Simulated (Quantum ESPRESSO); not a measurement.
Kohn-Sham bands of PtS2 (CdI2 type)

```
CELL_PARAMETERS angstrom
      3.54874     0.00000     0.00000
     -1.77437     3.07330     0.00000
      0.00000     0.00000     5.59707
ATOMIC_POSITIONS crystal
  Pt 0.00000 0.00000 0.00000
  S  0.66667 0.33333 0.77966
  S  0.33333 0.66667 0.22034
```

Structure: Materials Project mp-762, symmetrised, not relaxed again. COD (Crystallography Open Database) has an entry of this formula and space group (matched by these alone). Level: PBEsol, no spin polarisation, no spin-orbit coupling; pw.x of Quantum ESPRESSO at 68 Ry with PseudoDojo potentials, 12×12×6 k-points, Wannier90. Density: 12×12×6 mesh, cold smearing 0.01 Ry. The cell is built of weakly bound layers, chains or molecules, whose nearest atoms lie 3.74 Å apart. Database cells relaxed without dispersion often hold them too far apart, which can enlarge gaps and weakens couplings between them; spacing and stacking were not compared with the measured crystal. Spin-orbit coupling is left out although heavy elements are present.

Energies are relative to the valence-band maximum; weights are on the orthonormalised atomic waves of the pseudopotential files, averaged over the group. 30 electrons a cell are treated as valence.

```csv
bands,from (eV),to (eV),filling,weight on atomic waves
1,-99.19,-99.19,filled,___
2–4,-53.31,-53.21,filled,___
5–6,-14.66,-12.14,filled,___
7–15,-7.00,0.00,filled,___
16–17,0.98,2.85,empty,___
```

Task: Which atomic shells make up each group?

Result: 
- 1, weight on atomic waves: Pt 5s 98 %
- 2–4, weight on atomic waves: Pt 5p 99 %
- 5–6, weight on atomic waves: S 3s 80 %, Pt 5d 9 %, Pt 6s 8 %
- 7–15, weight on atomic waves: S 3p 48 %, Pt 5d 46 %
- 16–17, weight on atomic waves: S 3p 62 %, Pt 5d 31 %

The Kohn-Sham gap over both meshes and the path is 0.98 eV.
